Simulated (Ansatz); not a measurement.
According to plane-wave PAW PBE (Ansatz code), AlP in the hexagonal phase (P6_422; Al on 3c, P on 3d) relaxes to a = 3.851 Å, c = 8.690 Å. Against the elements it lies at -0.42 eV/atom, with no fitted shifts.

It is gapped at this level: 0.95 eV (indirect). The valence maximum lies at Γ and the conduction minimum at M (3 equivalent valleys). Electrons at the band edge weigh 0.15, 0.41, 1.4 mₑ (principal values). The hole mass is 0.15, 7.4, 7.4 mₑ (principal values).

An equation-of-state fit gives a bulk modulus of 90.3 GPa.

The start of the workflow was typed in or built on a structure type; neither database checked (COD, Materials Project) lists it. It is not the phase usual at ambient conditions (space group No. 216). The cell was relaxed with PBE under the symmetry of its start; whether a distortion lowers the energy is not shown. Point labels and valley counts follow the cell and symmetry of the run, lower than the named group. The references are the lowest solids computed at this level, not always the standard phases.

Potentials: the later of the program's two PAW sets.
